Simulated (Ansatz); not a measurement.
GaCuSe2 (chalcopyrite)

```yaml
crystal:
  lattice:
    - [-2.83601, 2.83601, 5.63158]
    - [2.83601, -2.83601, 5.63158]
    - [2.83601, 2.83601, -5.63158]
  atoms:
    - { symbol: Cu, position: [0.75000, 0.25000, 0.50000] }
    - { symbol: Cu, position: [0.00000, 0.00000, 0.00000] }
    - { symbol: Ga, position: [0.25000, 0.75000, 0.50000] }
    - { symbol: Ga, position: [0.50000, 0.50000, 0.00000] }
    - { symbol: Se, position: [0.11877, 0.12500, 0.49377] }
    - { symbol: Se, position: [0.63123, 0.62500, 0.50623] }
    - { symbol: Se, position: [0.37500, 0.88123, 0.00623] }
    - { symbol: Se, position: [0.87500, 0.36877, 0.99377] }
```

This relaxed cell (volume V₀) is scaled evenly in all directions, its shape held. The atoms relax within the cell's symmetry.

Calculation: PBE (plane waves to 420 eV, PAW, scalar-relativistic; Ansatz, a quantum-chemistry and plane-wave program). k mesh 8×8×8 (Γ-centred), Fermi-Dirac smearing 0.05 eV. Energies are smeared free energies. Stress and pressure are positive under compression. With the shape held, the modulus is that of even scaling; a crystal free to change shape is softer. At this level the bands of GaCuSe2 touch or barely overlap; measurements give the solid a gap. GaCuSe2 is run without spin polarisation. GaCuSe2 was relaxed with its symmetry unable to fall. The PAW data are Ansatz's earlier set. The zero of ΔE is the relaxed starting cell. The last digit holds for this mesh only.

| V (Å³/atom) | ΔE (meV/atom) |
|---|---|
| 19.024 | 152.9 |
| 19.748 | 91.0 |
| 20.473 | 47.7 |
| 21.198 | withheld |
| 21.923 | 4.6 |
| 22.647 | 0.0 |
| 23.372 | 4.1 |
| 24.097 | 15.5 |
| 24.821 | 32.8 |
| 25.546 | 55.1 |
| 26.271 | 81.5 |

Q: Fit a third-order Birch-Murnaghan form (E₀, V₀, B₀, B₀′ free) to the given rows and predict ΔE at V = 21.198.

A: Least squares on the 10 given rows: ΔE = E₀ + (9V₀B₀/16)·y²·[2 + (B₀′ − 4)y], y = (V₀/V)^(2/3) − 1, with V₀ = 22.646 Å³/atom, B₀ = 60.15 GPa (160.2 GPa = 1 eV/Å³; the term in eV is multiplied by 1000), B₀′ = 4.86, E₀ = 0.01 meV/atom; root-mean-square residual 0.02 meV/atom. At 21.198 the fit gives 19.8 meV/atom; the calculation gives 19.8 meV/atom, the same to the digits shown. For the pressure the fit gives 4.7 GPa against the computed 4.7 GPa.

(A scan under strain: stresses follow from slopes of the energy per volume, elastic moduli from its curvatures.)
